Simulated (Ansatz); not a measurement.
## CaB2C2: computed property card

CaB$_{2}$C$_{2}$:
```yaml
crystal:
  lattice:
    - [-2.67272, 2.67272, 3.69629]
    - [2.67272, -2.67272, 3.69629]
    - [2.67272, 2.67272, -3.69629]
  atoms:
    - { symbol: Ca, position: [0.75000, 0.75000, 0.00000] }
    - { symbol: Ca, position: [0.25000, 0.25000, 0.00000] }
    - { symbol: B, position: [0.36145, 0.86145, 0.22290] }
    - { symbol: B, position: [0.63855, 0.13855, 0.77710] }
    - { symbol: B, position: [0.86145, 0.63855, 0.50000] }
    - { symbol: B, position: [0.13855, 0.36145, 0.50000] }
    - { symbol: C, position: [0.65961, 0.84039, 0.50000] }
    - { symbol: C, position: [0.34039, 0.15961, 0.50000] }
    - { symbol: C, position: [0.84039, 0.34039, 0.18078] }
    - { symbol: C, position: [0.15961, 0.65961, 0.81922] }
```

Space group I4/mcm (No. 140); conventional cell a = 5.3454 Å, b = 5.3454 Å, c = 7.3926 Å, α = 90.00°, β = 90.00°, γ = 90.00°.

Method: plane-wave PAW r²SCAN (Ansatz code). The cell and atoms are relaxed at this level. Other levels are named where they apply.

### Cell and energy

Volume per atom: 10.56 Å³
Density: 2.70 g/cm³
Formation energy from the elements (no fitted shifts): -0.43 eV/atom

### Electronic structure

- Band gap = 0.67 eV (indirect)
- Valence-band maximum = on the Γ–X line, 60 % of the way from Γ
- Conduction-band minimum = on the Γ–M line, 82 % of the way from Γ (2 equivalent valleys)
- Smallest direct gap on the standard path = 1.03 eV
- Electron effective mass = 0.56, 0.68, 0.68 mₑ (principal values)
- Hole effective mass = 0.26, 0.80, 1.3 mₑ (principal values)
- HSE06 gap on the r²SCAN cell = 0.99 eV

### Mechanics

* **Bulk modulus (Birch–Murnaghan fit)**: 111 GPa
* **Pressure derivative B′**: 3.4

### Charges

- Bader charges: Ca +1.48, B +1.86, C -2.60 e

The workflow started from a Materials Project entry (that database holds measured and hypothetical structures alike); the Crystallography Open Database copy checked does not list it. With B and C taken as one species the cell has the higher symmetry P4/mmm, so it may be an ordered model of a mixed-site phase. Its standing as an ambient phase is unchecked. The r²SCAN relaxation kept the symmetry of its start; its stability against distortions is not shown here. The references are the lowest solids computed at this level, not always the standard phases.

Potentials: the later of the program's two PAW sets.
